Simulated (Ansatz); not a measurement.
SiO2 (alpha-quartz type, space group P3_121)

```yaml
crystal:
  lattice:
    - [4.94845, 0.00000, 0.00000]
    - [-2.47422, 4.28548, 0.00000]
    - [0.00000, 0.00000, 5.44126]
  atoms:
    - { symbol: Si, position: [0.47027, 0.00000, 0.83333] }
    - { symbol: Si, position: [0.00000, 0.47027, 0.16667] }
    - { symbol: Si, position: [0.52973, 0.52973, 0.50000] }
    - { symbol: O, position: [0.41249, 0.26711, 0.71463] }
    - { symbol: O, position: [0.73289, 0.14539, 0.04796] }
    - { symbol: O, position: [0.85461, 0.58751, 0.38129] }
    - { symbol: O, position: [0.14539, 0.73289, 0.95204] }
    - { symbol: O, position: [0.26711, 0.41249, 0.28537] }
    - { symbol: O, position: [0.58751, 0.85461, 0.61871] }
```

Equation-of-state scan: isotropic scaling of the cell above, V₀ being its volume. The atoms relax within the cell's symmetry.

Method: PBEsol (plane waves to 420 eV, PAW, scalar-relativistic; Ansatz, an electronic-structure program). k mesh 8×8×6 (Γ-centred), Fermi-Dirac smearing 0.05 eV. The energy includes the smearing's −TS. Stress and pressure are positive under compression. The relaxing atoms change the space group within the scan (P6_422 at V/V₀ = 1.120), so nothing is fitted. SiO2 was relaxed with its symmetry unable to fall. The PAW data are Ansatz's earlier set. ΔE is measured from the relaxed starting cell.

```csv
V (Å³/atom),P (GPa),ΔE (meV/atom)
10.770,9.6,50.0
11.283,6.0,25.2
11.795,3.4,___
12.308,1.5,2.3
12.821,0.0,0.0
13.334,-1.1,1.8
13.847,-2.0,6.7
14.360,-5.1,___
14.872,-9.1,39.2
```

Q: What belongs in the gaps?

A: 
- 11.795, ΔE (meV/atom): 10.1
- 14.360, ΔE (meV/atom): 16.4

(A scan under strain: stresses follow from slopes of the energy per volume, elastic moduli from its curvatures.)
